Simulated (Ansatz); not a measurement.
AlN (zinc blende, space group No. 216) under volume change, DFT-LDA in the program Ansatz with PAW potentials, scaled uniformly.

| V (Å³/atom) | E − E(relaxed) (meV/atom) | P (GPa) |
|---|---|---|
| 9.313 | 63.3 | 23.76 |
| 9.620 | 26.7 | 14.65 |
| 9.927 | 6.4 | 6.79 |
| 10.234 | 0.0 | 0.00 |
| 10.541 | 5.7 | -5.86 |
| 10.848 | 21.9 | -10.93 |
| 11.155 | 47.1 | -15.31 |

Problem. What does a third-order Birch–Murnaghan fit give for V₀, B₀ and B′?

Solution. V₀ = 10.23 Å³/atom, B₀ = 210 GPa, B′ = 3.9.

Space group F-43m (zinc blende). Symmetry was held in the LDA relaxation; phonons on a q-mesh show no instability.

Potentials: the later of the program's two PAW sets.
